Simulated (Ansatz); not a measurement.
## Is this Ni result the lowest state?

The cell (2 atoms) is Ni as a measured crystal structure (space group Fm-3m, primitive cell doubled). Source: COD entry 2102269; it may be a high-temperature, high-pressure or metastable form.

Computed with DFT, r2SCAN, PAW, plane waves, scalar-relativistic in Ansatz development build ahead of 0.2.0.

```yaml
crystal:
  lattice:
    - [0.0, 1.7691, 1.7691]
    - [1.7691, 0.0, 1.7691]
    - [3.5382, 3.5382, 0.0]
  atoms:
    - { symbol: Ni, position: [0.0, 0.0, 0.0], spin: 0.2 }
    - { symbol: Ni, position: [0.0, 0.0, 0.5], spin: 0.2 }
magnetization:
  spin_polarized: true
hamiltonian:
  xc: r2scan
  pseudopotentials: { kind: paw }
basis:
  ecutwfc: 500
kpoints:
  mp_grid: { grid: [14, 14, 7] }
scf:
  occupations: { method: fermi_dirac, width: 0.1 }
  lower_state_search: "off"
output:
  forces: true
  stress: true
```

It took 8.3 s on 2 threads of x86-64 server CPU, on a shared host, peak memory 0.54 GiB.

The end of the output:

```
SCF converged after 18 iterations
Magnetization: 1.5134 μB (18.7567 up, 17.2433 down)
Absolute magnetization: 1.8738 μB (∫|ρ↑−ρ↓|, with the PAW one-centre terms)
Spin contamination: 0.0465 ħ² per cell (⟨S²⟩ above its minimum at these occupations)
Per-site moments (μB) at R_I (Å): [(0.8275, 1.0320), (0.8275, 1.0320)]
Free energy (F): -11690.586880 eV
Harris-Foulkes:  -11690.586880 eV  (|F-HF|=1.35e-7)
Internal energy: -11690.503519 eV  (E = F + TS)
E sigma→0 (E₀):  -11690.545200 eV
Entropy (-TS):   -0.083361 eV (-41.680 meV/atom)
Fermi energy:    17.717382 eV
--- Forces (eV/Å), atoms counted from 1 ---
  atom   1  Ni     0.00000000    -0.00000000     0.00000000
  atom   2  Ni     0.00000000    -0.00000000     0.00000000
--- Stress (GPa, compression-positive) ---
       -9.615138      -0.000000       0.000000
       -0.000000      -9.615138       0.000000
        0.000000       0.000000      -9.615138
  P = ⅓ Tr σ = -9.6151 GPa (-96.151 kbar)
```

r2SCAN tends to overstate moments and magnetic energies in itinerant metals.

Site moments are taken inside atomic spheres and don't add up to the total.

Task: Would you trust this as the ground state? If a lower solution is known, describe it.

Result: As far as the runs go, yes: it is the lowest of 3 states reached by 13 converged runs, and the next lies 88.7 meV/atom higher (antiferromagnetic, site moments Ni1 0.53, Ni2 -0.53 μB, total 0.00 μB per cell, no gap on the k-mesh). That doesn't prove a ground state. This multiple of the primitive cell fits some opposed orders; other multiples fit others. Only collinear orders within this cell were tried; the true ground state may need a larger cell.
